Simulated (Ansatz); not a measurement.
Input and command of a calculation in Ansatz (plane waves; scalar-relativistic PAW potentials unless the input names others):

```yaml
crystal:
  lattice:
    - [-1.9635277706, 1.9635277706, 2.7768476033]
    - [1.9635277706, -1.9635277706, 2.7768476033]
    - [1.9635277706, 1.9635277706, -2.7768476033]
  atoms:
    - { symbol: Al, position: [0.75, 0.25, 0.5] }
    - { symbol: Al, position: [0.25, 0.75, 0.5] }
    - { symbol: Cu, position: [0.5, 0.5, 0.0] }
basis:
  ecutwfc: "20 eV"
kpoints:
  mp_grid: { grid: [16, 16, 16] }
hamiltonian:
  xc: lda
scf:
  occupations: { method: fermi_dirac, width: 0.15 }
  max_iter: 80
output:
  forces: true
  eigenvalues: true
  stress: true
```

```bash
ansatz run input.yaml --threads 1 --pin off --max-ram 3072MiB --backend cpu --events-out ev --progress --plain --runs-dir out
```

Q: Will this input run?

A: The program refuses it, because of a cutoff far too low (basis.ecutwfc: 420 → "20 eV"). With the sound run's settings it is accepted.

Abridged log:
```
Error: inconsistent input (basis.ecutwfc, kpoints): the smallest per-k basis holds n_pw = 6 plane waves (k-point 4, counted from 0 among those solved) but the deck needs at least 14 band(s) per channel, and no run solves more bands than the smallest per-k basis has plane waves; raise basis.ecutwfc until the smallest per-k basis, which caps the automatic band count, holds at least 14 plane waves
```